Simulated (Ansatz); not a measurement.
## Ansatz 0.2.0, settings compared: Li₄ScIn₂

Launch command:

```bash
ansatz run input.yaml --threads 1 --pin off --max-ram 2560MiB --backend cpu --events-out ev --progress --plain --runs-dir out
```

input.yaml:

```yaml
crystal:
  lattice:
    - [4.8493, 0.0, 0.0]
    - [-2.42465, 4.199624, 0.0]
    - [-2.42465, 1.399875, 6.639147]
  atoms:
    - { symbol: In, position: [0.40695, 0.59305, 0.22085] }
    - { symbol: In, position: [0.26645, 0.73355, 0.79935] }
    - { symbol: Sc, position: [0.1244, 0.8756, 0.3732] }
    - { symbol: Li, position: [0.836, 0.164, 0.508] }
    - { symbol: Li, position: [0.7006, 0.2994, 0.1018] }
    - { symbol: Li, position: [0.9967, 0.0033, 0.9901] }
    - { symbol: Li, position: [0.541, 0.459, 0.623] }
  symmetry: { tolerance: 0.0003 }
kpoints:
  mp_grid: { grid: [5, 5, 5], shift: [0, 0, 0] }
magnetization:
  spin_polarized: false
scf:
  occupations: { method: fermi_dirac, width: 0.0657 }
hamiltonian:
  pseudopotentials: { kind: paw }
  xc: pbesol
basis:
  ecutwfc: 420
output:
  forces: true
  stress: true
  eigenvalues: true
relax:
  max_steps: 40
  cell: {}
```

Origin of the cell: a known structure type with other elements, at an estimated volume, so it need not be a known compound.

Output of this run (shortened):

```
Warning: crystal.lattice misses the space group found at crystal.symmetry.tolerance 3.0e-4 in a digit that the deck types, which is why this is a warning: making the lattice exact moves one o […]
Pseudopotentials: kind: paw
Pseudopotential: In, paw, valence charge 13, recommended cutoff 420 eV (normal), In.paw.azcp
Pseudopotential: Sc, paw, valence charge 11, recommended cutoff 420 eV (normal), Sc.paw.azcp
Pseudopotential: Li, paw, valence charge 3, recommended cutoff 420 eV (normal), Li.paw.azcp
Functional definition: PBEsol
  exchange = pbesol_x
  correlation = pbesol_c
Crystal: 7 atoms, lattice volume = 135.208 Å³
Basis set: ecut = 420 eV, 2645 PW (Γ), exchange–correlation on 72×72×100 points (8 copies of the dense FFT grid, shifted against one another)
Bands: 32, of which v1, the nominal top of the filled ones, is band 25 counted from 1 (24 counted from 0)
Symmetry: 6 space group operations
Space group: R3m (ITA 160), of the structure as read, at distance tolerance 1.5e-3 Å
k-points: 19 of 125 (time reversal used)
[… 8 lines left out …]
Initial density: superposition of atomic densities (neutral atoms: chi_scale 0, normalization atom), corrected by the library's trained network
Functional: x = pbesol(κ = 0.804, μ = 0.123457), c = pbesol(β = 0.046)
SCF iter   1: F=—  HF=-13975.602692 eV  Δρ=5.47e-3  dr2=7.92e-2
SCF iter   2: F=—  HF=-13975.591361 eV  Δρ=2.80e-3  dr2=2.64e-2  defer=2
SCF iter   3: F=—  HF=-13975.587126 eV  Δρ=4.38e-4  dr2=8.02e-4  defer=2
SCF iter   4: F=—  HF=-13975.586985 eV  Δρ=1.73e-4  dr2=1.26e-4  defer=2
SCF iter   5: F=—  HF=-13975.586953 eV  Δρ=5.82e-5  dr2=1.18e-5  defer=2
SCF iter   6: F=—  HF=-13975.586950 eV  Δρ=1.64e-5  dr2=8.91e-7  defer=2
SCF iter   7: F=-13975.586950 eV  HF=-13975.586950 eV  Δρ=3.33e-6  dr2=3.80e-8
relax step   1: F+E_penalty+E_count = -13975.586950 eV  Δ(F+E_penalty+E_count) = +0.000e0 eV  max|allowed force component| = 1.288e0 eV/Å  Δτ_max = 0.0000 Å  P = +0.721 GPa  Ω = 135.208 Å³  ( […]
relax step   2: F+E_penalty+E_count = -13975.899065 eV  Δ(F+E_penalty+E_count) = -3.121e-1 eV  max|allowed force component| = 5.419e-1 eV/Å  Δτ_max = 0.1947 Å  P = +0.013 GPa  Ω = 135.214 Å³ […]
relax step   3: F+E_penalty+E_count = -13975.983332 eV  Δ(F+E_penalty+E_count) = -8.427e-2 eV  max|allowed force component| = 2.345e-1 eV/Å  Δτ_max = 0.1949 Å  P = +0.145 GPa  Ω = 133.456 Å³ […]
relax step   4: F+E_penalty+E_count = -13975.988067 eV  Δ(F+E_penalty+E_count) = -4.735e-3 eV  max|allowed force component| = 5.209e-2 eV/Å  Δτ_max = 0.0257 Å  P = +0.058 GPa  Ω = 133.771 Å³ […]
relax step   5: F+E_penalty+E_count = -13975.988527 eV  Δ(F+E_penalty+E_count) = -4.598e-4 eV  max|allowed force component| = 1.529e-2 eV/Å  Δτ_max = 0.0203 Å  P = -0.063 GPa  Ω = 134.184 Å³ […]
relax step   6: F+E_penalty+E_count = -13975.988780 eV  Δ(F+E_penalty+E_count) = -2.533e-4 eV  max|allowed force component| = 3.121e-3 eV/Å  Δτ_max = 0.0080 Å  P = -0.011 GPa  Ω = 133.985 Å³ […]
relax step   7: F+E_penalty+E_count = -13975.988644 eV  Δ(F+E_penalty+E_count) = +1.364e-4 eV  max|allowed force component| = 3.173e-3 eV/Å  Δτ_max = 0.0000 Å  P = -0.012 GPa  Ω = 133.985 Å³  stress off target by 2.12e-2 GPa […]
SCF 7 converged in 9 iterations: F = -13975.988644 eV  dr2 = 2.02e-16
basis re-selected at this cell: Δ(F+E_penalty+E_count) = +1.364e-4 eV, ΔP = -0.001 GPa vs the last step (what re-selecting the basis moved, of the pressure what is left beyond the Pulay corre […]
SCF converged after 9 iterations
Free energy (F): -13975.988644 eV
Harris-Foulkes:  -13975.988644 eV  (|F-HF|=0.00e0)
Internal energy: -13975.950671 eV  (E = F + TS)
E sigma→0 (E₀):  -13975.969658 eV
Entropy (-TS):   -0.037972 eV (-5.425 meV/atom)
Fermi energy:    6.518374 eV
--- Per-component energies (eV) ---
  E_band       = -631.513570
  E_kinetic    = 835.878039
  E_local      = -4074.375251  (includes V_loc(G=0)·N_el)
  E_nonlocal   = 685.310741
  E_hartree    = 1535.310226
  E_xc         = -573.961039
  E_vxc        = -384.918791  (∫ρ·V_xc dr)
  E_paw        = -9175.477298  (= ΣΔE_a)
  E_vpaw       = -764.028881  (= ΣTr[D̂ρ^β])
  E_aug_tail   = 0.000120  (compensation charges beyond the density's cutoff)
  E_ewald      = -3209.237039
  E_core_change = 0.600830  (= ΣΔE_core)
  E_smearing   = -0.037972  (= −TS)
  Σ components = -13975.988644   (vs F -13975.988644, Δ=0.00e0)
--- Forces (eV/Å), atoms counted from 1 ---
  atom   1  In     0.000000     0.000000     0.001004
  atom   2  In     0.000000     0.000000     0.003173
  atom   3  Sc    -0.000000    -0.000000    -0.000602
  atom   4  Li    -0.000000    -0.000000    -0.001294
  atom   5  Li     0.000000    -0.000000    -0.000396
  atom   6  Li    -0.000000     0.000000     0.000536
  atom   7  Li     0.000000    -0.000000    -0.002421
  max |Σ_I F_I| component: 1.74e-8 eV/Å
--- Stress (GPa, compression-positive) ---
       -0.007192      -0.000000       0.000000
       -0.000000      -0.007192      -0.000000
        0.000000      -0.000000      -0.021226
  P = ⅓ Tr σ = -0.0119 GPa (-0.119 kbar)
--- Relaxed structure (6 steps of the walk, 6 accepted, 1 SCFs on fresh bases) ---
  F+E_penalty+E_count = -13975.988644 eV   max|allowed force component| = 3.173e-3 eV/Å   (the final SCF, on the basis selected at the relaxed cell)
  cell:  # Å, volume = 133.9848 Å³
    - [4.785691, 6.383e-19, -2.148e-18]
    - [-2.392846, 4.144530, -1.040e-7]
    - [-2.392846, 1.381510, 6.755160]
  atoms:
    - { symbol: In, position: [0.410014, 0.589986, 0.230041] }
    - { symbol: In, position: [0.267818, 0.732182, 0.803453] }
    - { symbol: Sc, position: [0.126636, 0.873364, 0.379907] }
    - { symbol: Li, position: [0.844192, 0.155808, 0.532576] }
    - { symbol: Li, position: [0.696545, 0.303455, 0.089634] }
    - { symbol: Li, position: [0.976201, 0.023799, 0.928604] }
    - { symbol: Li, position: [0.550695, 0.449305, 0.652085] }
```

The same input was run again with these changes:

1. `kpoints.mp_grid.shift` [0, 0, 0] → [0.5, 0.5, 0.5]
2. `scf.occupations.method` fermi_dirac → tetrahedron_uncorrected; `scf.occupations.width` 0.0657 → default; `kpoints.mp_grid.grid` [5, 5, 5] → [6, 6, 6]
3. `scf.algorithm` default → density_mixing
4. `scf.initial_density.chi_scale` default → 0.3

| run | end | SCF iterations | volume (Å³/atom) | max force component (eV/Å) | moment (μB) | ΔE(σ→0) (meV/atom) |
| --- | --- | --- | --- | --- | --- | --- |
| base | converged | 48 | 19.14 | 0.003 | – | 0 |
| 1 | converged | 39 | 19.14 | 0.007 | – | -0.83 |
| 2 | converged | 47 | 19.16 | 0.003 | – | 9.39 |
| 3 | converged | 48 | 19.14 | 0.003 | – | 0.00 |
| 4 | converged | 51 | 19.14 | 0.003 | – | 0.00 |

Energies are compared only where functional, datasets, charge and starting cell are the same.

Caveats of the base run: no moments, though an odd count or open d shells may carry them; the k mesh is coarse if the cell is a metal; the relaxation held the start's symmetry, so the end may be a saddle point.

Run 1: the k mesh keeps only part of the crystal's symmetry.
Run 2: forces and stress under tetrahedra may miss the slope of the energy.

Time of the base run: 56 s on 1 thread of Arm Neoverse V2 (shared host), peak memory 0.4 GiB, from the program's own first density.
